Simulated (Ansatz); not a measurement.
Relaxed-ion elastic tensor of SiSe$_{2}$ in space group Ibam (No. 72; Si on 4a, Se on 8j) in GPa (Voigt order), DFT-PBE+D3(BJ) in the program Ansatz with PAW potentials; density 3.81 g/cm³, 27.04 Å³ per atom.

```
17.7  12.1  -2.4   0.0   0.0   0.0
12.1  13.6   5.0   0.0   0.0   0.0
-2.4   5.0  95.8   0.0   0.0   0.0
 0.0   0.0   0.0   5.2   0.0   0.0
 0.0   0.0   0.0   0.0   0.2   0.0
 0.0   0.0   0.0   0.0   0.0  12.2
```

**Question.** Is the crystal mechanically stable?

**Answer.** On the edge, within the error: the smallest eigenvalue of C is 0.2 GPa.

**Question.** Work out the Voigt and Reuss bounds. Is their mean of use?

**Answer.** K_V = 17.4, K_R = 12.3; G_V = 11.0, G_R = 0.8 GPa. The bounds lie so far apart that a Hill average or a Debye temperature from it would say little.

The cell was relaxed with PBE+D3(BJ) under the symmetry of its start; of distortions, only those at the zone centre were tested.

Potentials: the later of the program's two PAW sets.
